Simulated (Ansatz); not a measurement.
GaCuBr$_{4}$:
```cif
data_Br8Cu2Ga2
_chemical_formula_sum 'Ga2 Cu2 Br8'
_space_group_name_H-M_alt 'P-42c'
_space_group_IT_number 112
_space_group_name_Hall 'P -4 2c'
_cell_length_a 5.46402
_cell_length_b 5.46402
_cell_length_c 10.48751
_cell_angle_alpha 90.000
_cell_angle_beta 90.000
_cell_angle_gamma 90.000
loop_
_atom_site_label
_atom_site_type_symbol
_atom_site_symmetry_multiplicity
_atom_site_Wyckoff_symbol
_atom_site_fract_x
_atom_site_fract_y
_atom_site_fract_z
_atom_site_occupancy
Ga1 Ga 2 d 0.00000 0.50000 0.25000 1
Cu1 Cu 2 e 0.00000 0.00000 0.00000 1
Br1 Br 8 n 0.25655 0.25883 0.12331 1
```

Relaxed with LDA.

Which orbitals make up the states near the band edges in LDA in the plane-wave PAW code Ansatz?

Top 1 eV of the valence band: Cu 3d 74 %, Br 4p 23 %. Bottom 1 eV of the conduction band: Br 4p 45 %, Ga 4s 39 %, outside the projected shells 6 %. Projections are on Löwdin-orthogonalised atomic valence shells; empty p or d shells of many metals are not among them.

Tabulate the density of states.

States/eV per cell of 12 atoms, in 0.25 eV bins, energy from the valence-band maximum.

```csv
E (eV),total,Br 4p,Cu 3d,Ga 4p
-7.85,0.00,0.00,0.00,0.00
-7.60,0.00,0.00,0.00,0.00
-7.35,0.00,0.00,0.00,0.00
-7.10,12.29,6.28,0.14,0.03
-6.85,3.71,1.85,0.05,0.01
-6.60,0.00,0.00,0.00,0.00
-6.35,0.00,0.00,0.00,0.00
-6.10,0.00,0.00,0.00,0.00
-5.85,0.00,0.00,0.00,0.00
-5.60,0.86,0.60,0.01,0.11
-5.35,2.17,1.53,0.03,0.26
-5.10,4.47,3.20,0.08,0.51
-4.85,7.38,5.64,0.18,0.72
-4.60,8.31,6.48,0.23,1.13
-4.35,14.49,11.41,0.47,1.69
-4.10,11.24,8.87,0.60,1.17
-3.85,11.89,9.52,0.89,0.91
-3.60,8.76,7.13,0.85,0.38
-3.35,22.54,18.46,3.05,0.47
-3.10,16.76,13.19,2.98,0.19
-2.85,11.67,9.41,1.80,0.15
-2.60,10.25,8.19,1.70,0.11
-2.35,12.96,10.97,1.58,0.12
-2.10,18.32,15.24,2.71,0.11
-1.85,13.93,12.10,1.51,0.11
-1.60,0.00,0.00,0.00,0.00
-1.35,0.00,0.00,0.00,0.00
-1.10,5.28,0.34,4.70,0.04
-0.85,17.40,1.98,14.93,0.22
-0.60,17.91,3.86,13.53,0.16
-0.35,21.95,5.86,15.32,0.19
-0.10,17.46,5.80,11.22,0.08
0.15,0.00,0.00,0.00,0.00
0.40,0.00,0.00,0.00,0.00
0.65,0.00,0.00,0.00,0.00
0.90,0.00,0.00,0.00,0.00
1.15,0.00,0.00,0.00,0.00
1.40,0.00,0.00,0.00,0.00
1.65,0.01,0.00,0.00,0.00
1.90,0.29,0.11,0.00,0.00
2.15,1.65,0.72,0.03,0.01
2.40,8.38,3.81,0.16,0.08
2.65,5.14,2.39,0.09,0.04
2.90,0.53,0.25,0.01,0.00
3.15,0.00,0.00,0.00,0.00
3.40,0.00,0.00,0.00,0.00
3.65,0.23,0.03,0.00,0.10
3.90,3.03,0.39,0.03,1.24
4.15,5.87,0.78,0.04,2.12
4.40,7.43,1.08,0.05,2.76
4.65,7.81,1.29,0.05,3.14
4.90,11.37,1.98,0.05,5.19
5.15,8.53,1.51,0.03,3.94
5.40,8.76,1.63,0.03,3.79
5.65,6.05,1.12,0.02,1.61
5.90,5.00,0.85,0.02,1.01
6.15,2.22,0.20,0.01,0.21
6.40,5.60,0.27,0.01,0.31
```

The workflow started from a Materials Project entry (that database holds measured and hypothetical structures alike); the Crystallography Open Database copy checked does not list it. Its standing as an ambient phase is unchecked. The LDA relaxation kept the symmetry of its start; phonons on a q-mesh show no instability. The run is not spin-polarised. Spin–orbit coupling is left out wherever it is not named.

Potentials: the later of the program's two PAW sets.
